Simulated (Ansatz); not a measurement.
Structure relaxation, Hf

The start is a relaxed Hf cell deformed by the Cartesian strain tensor (xx, yy, zz, yz, xz, xy) = (0.054, -0.006, 0.066, 0.117, 0.044, 0.043). The structure is fully relaxed (lattice and positions, P = 0) with r2SCAN (plane waves to 500 eV, PAW, scalar-relativistic; Ansatz, a program for electronic structure). The first steps use a coarse 11×12×6 k-mesh.

Initial structure:
```yaml
crystal:
  lattice:
    - [3.37060, 0.13591, 0.13911]
    - [-1.56760, 2.68490, 0.25586]
    - [0.21956, 0.59306, 5.38047]
  atoms:
    - { symbol: Hf, position: [0.33333, 0.66667, 0.75000] }
    - { symbol: Hf, position: [0.66667, 0.33333, 0.25000] }
```

How large is the pressure on the unrelaxed cell, and of which sign?

-8.3 GPa (negative: the cell is under tension).

Which atoms feel the largest initial force, and how large is it?

0.55 eV/Å, on Hf1, Hf2 (atoms numbered as listed).

How much energy is released per atom?

0.29 eV/atom.

Is the parent structure recovered?

It relaxes back to the parent, P6₃/mmc (No. 194).

What band gap does the relaxed structure have at this level?

No gap (metallic).

Final values are on a 17×17×9 k-mesh of the relaxed cell. No spin polarisation in the result.

The run could not lose the symmetry of its start.
